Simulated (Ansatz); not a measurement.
TaMoN:
```yaml
crystal:
  lattice:
    - [3.06634, 0.00000, 0.00000]
    - [0.00000, 3.06634, 0.00000]
    - [0.00000, 0.00000, 7.74493]
  atoms:
    - { symbol: Mo, position: [0.00000, 0.50000, 0.90326] }
    - { symbol: Mo, position: [0.50000, 0.00000, 0.09674] }
    - { symbol: Ta, position: [0.00000, 0.50000, 0.33611] }
    - { symbol: Ta, position: [0.50000, 0.00000, 0.66389] }
    - { symbol: N, position: [0.00000, 0.50000, 0.62489] }
    - { symbol: N, position: [0.50000, 0.00000, 0.37511] }
```

Relaxed with PBEsol. Special points in fractions of this cell's reciprocal vectors: Γ (0.000, 0.000, 0.000); X (0.000, 0.500, 0.000); M (0.500, 0.500, 0.000); Z (0.000, 0.000, 0.500); R (0.000, 0.500, 0.500); A (0.500, 0.500, 0.500).

Question: List the band energies nearest the Fermi level at these points for PBEsol with spin–orbit coupling in the plane-wave PAW code Ansatz.

Answer: In eV from the Fermi level; about four levels below and three above (degenerate sets whole), none deeper than 8.9 eV; points with the same levels are listed once.

| k | below | above |
|---|---|---|
| Γ | -1.45 -1.45 -0.37 -0.37 | 0.10 0.10 0.30 0.30 0.30 0.30 |
| X | -0.20 -0.20 -0.20 -0.20 | 1.04 1.04 1.04 1.04 |
| M | -0.62 -0.62 -0.62 -0.62 | 2.52 2.52 2.52 2.52 |
| Z | -0.32 -0.32 -0.02 -0.02 | 1.05 1.05 1.50 1.50 |
| R | -1.34 -1.34 -1.34 -1.34 | 0.20 0.20 0.20 0.20 |
| A | -0.24 -0.24 -0.24 -0.24 | 2.38 2.38 2.38 2.38 |

Space group P4/nmm. The workflow started from an entry of the Crystallography Open Database (COD). Its standing as an ambient phase is unchecked. The cell was relaxed with PBEsol under the symmetry of its start; its stability against distortions is not shown here. The run is not spin-polarised.

Potentials: the later of the program's two PAW sets.
